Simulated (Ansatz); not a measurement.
Relaxed C (diamond):

```
C
1.0
    0.00000     1.78014     1.78014
    1.78014     0.00000     1.78014
    1.78014     1.78014     0.00000
C
2
Cartesian
  0.00000   0.00000   0.00000
  0.89007   0.89007   0.89007
```

Scan: atom 2 (C, nearest neighbour C at 1.542 Å; its periodic images, 2.5 Å or more away, move with it) is displaced along Cartesian z, direction (0.000, 0.000, 1.000) in Cartesian axes, by s. The other atoms stay.

All values below come from r2SCAN (plane waves to 500 eV, PAW, scalar-relativistic; Ansatz, a program for electronic structure). k mesh 13×13×13 (Γ-centred), Fermi-Dirac smearing 0.05 eV. E stands for the smeared free energy. Stress and pressure are positive under compression. As the smearing reaches across the gap at some points, energies and forces of such displacements shift with the k mesh and the smearing. F∥ is the force on the atom along that direction. C was relaxed with its symmetry unable to fall. ΔE is measured from the undisplaced structure.

```
s (Å)   F∥ (eV/Å)  P (GPa)  ΔE (eV/cell)
------  ---------  -------  ------------
-0.460      8.955        ?         3.096
-0.368          ?     43.3         2.214
-0.276      8.802     25.5         1.346
-0.184      6.585        ?         0.631
-0.092      3.495        ?         0.162
0.000       0.000      0.0         0.000
0.092      -3.495        ?         0.162
0.184      -6.585        ?         0.631
0.276      -8.802     25.5         1.346
0.368           ?     43.3         2.214
0.460      -8.955        ?         3.096
```

Q: What belongs in the gaps?

A: 
- -0.460, P (GPa): 63.5
- -0.368, F∥ (eV/Å): 9.792
- -0.184, P (GPa): 11.7
- -0.092, P (GPa): 3.0
- 0.092, P (GPa): 3.0
- 0.184, P (GPa): 11.7
- 0.368, F∥ (eV/Å): -9.792
- 0.460, P (GPa): 63.5

(A displaced cell: forces are minus the slopes of the energy, force constants its curvatures, and phonons follow from these.)
